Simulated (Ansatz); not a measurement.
The polar optical mode of AlN, worked through

These are results of DFT LDA, scalar-relativistic, plane waves, PAW in Ansatz 0.2.0, not measurements. Plane waves to 420 eV; Γ-centred k mesh 10×10×10; fixed occupations. No spin polarisation. Phonons by linear response, acoustic sum rule imposed.

The cell, relaxed at this level:
Space group F-43m (No. 216). a = 4.342 Å, b = 4.342 Å, c = 4.342 Å, α = 90.00°, β = 90.00°, γ = 90.00°
| atom | site | symmetry | x | y | z |
| --- | --- | --- | --- | --- | --- |
| Al | 4a | -43m | 0.0000 | 0.0000 | 0.0000 |
| N | 4c | -43m | 0.2500 | 0.2500 | 0.2500 |

Linear response gives ν_TO = 664.1 cm⁻¹, Born charges ±2.545 e (positive on Al) and ε∞ = 4.538. The primitive cell holds 20.469 Å³, and the masses are 26.982 and 14.007 amu.

**Question.** Find ν_LO and the static dielectric constant.

**Answer.** The long-wave field adds a restoring force: ω_LO² − ω_TO² = Z*²e²/(ε_vac ε∞ μV). In these units ν_LO² − ν_TO² = 4.92064×10⁷ Z*²/(μ V ε∞) cm⁻², with μ = m₁m₂/(m₁ + m₂) = 9.220 amu: 372080 cm⁻². So ν_LO = √(664.1² + 372080) = 901.7 cm⁻¹, and the run gives 901.7. Lyddane–Sachs–Teller then gives ε0 = ε∞ (ν_LO/ν_TO)² = 8.37, against 8.37 in the run (it forms both from the same three quantities, so the match checks the arithmetic only). Between ν_TO and ν_LO the dielectric function is negative and an undamped crystal reflects fully: a reststrahlen band from 11.1 to 15.1 μm.

**Question.** What do the Clausius–Mossotti polarisability and the Szigeti charge come to?

**Answer.** With the Lorentz local field, α = (3V/4π)(ε∞ − 1)/(ε∞ + 2) = 2.64 Å³ for the pair, and e_S = 3Z*/(ε∞ + 2) = 1.17 e. The Born charge includes the electrons' response to the dipole's own local field, and e_S takes that enhancement out. The Lorentz field assumes point-like polarisable ions, a poor picture once ε∞ is this large, since the electron clouds then overlap or are shared, so both numbers are formal here.

**Question.** How strongly does a slow electron couple to the LO mode?

**Answer.** For one isotropic parabolic band, Fröhlich's constant is α_F = (1/ε∞ − 1/ε0) √(m* Ry/ħω_LO), with Ry = 13.606 eV, ħω_LO = 111.8 meV and m* in free-electron masses: α_F = 0.1008 × 11.03 × √m* = 1.11 √m*. The band mass isn't part of this run; for m* = 0.1, 0.3 and 1 it gives 0.35, 0.61, 1.11. In weak coupling the polaron lies α_F ħω_LO below the band edge (68 meV at m* = 0.3) with a mass m*(1 + α_F/6); past α_F of about 5 or 6 that expansion fails. A semilocal functional's ε∞ tends to be too large, which taken alone lowers α_F.

This zinc-blende form isn't the usual stable structure of the compound.

Cost: 1 run of about 0.18 core-minutes, on Intel Xeon Platinum 8559C (Emerald Rapids) (shared hosts).